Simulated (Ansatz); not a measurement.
**Hf (bcc): energy against volume**

Level of theory: Ansatz, DFT, LDA (PW92), plane waves (420 eV) with PAW, scalar-relativistic. (PAW data from PBE, frozen cores regenerated.)

The cell is scaled uniformly from the relaxed one, with fractional coordinates and shape fixed. Energies are extrapolated to zero smearing, pressures are those at the given smearing. Magnetic state: spin not included.

A Birch-Murnaghan fit gives V₀ = 20.39 Å³/atom, B₀ = 113 GPa, B₀′ = 3.2.

Question: What are the energy above the minimum and the pressure at 17.990 Å³/atom?

Answer: 118.8 meV/atom and 17.67 GPa as computed.

Question: What are the energy above the minimum and the pressure at 19.625 Å³/atom?

Answer: 10.7 meV/atom and 4.99 GPa as computed.

Question: What are the energy above the minimum and the pressure at 21.260 Å³/atom?

Answer: 12.3 meV/atom and -4.05 GPa as computed.
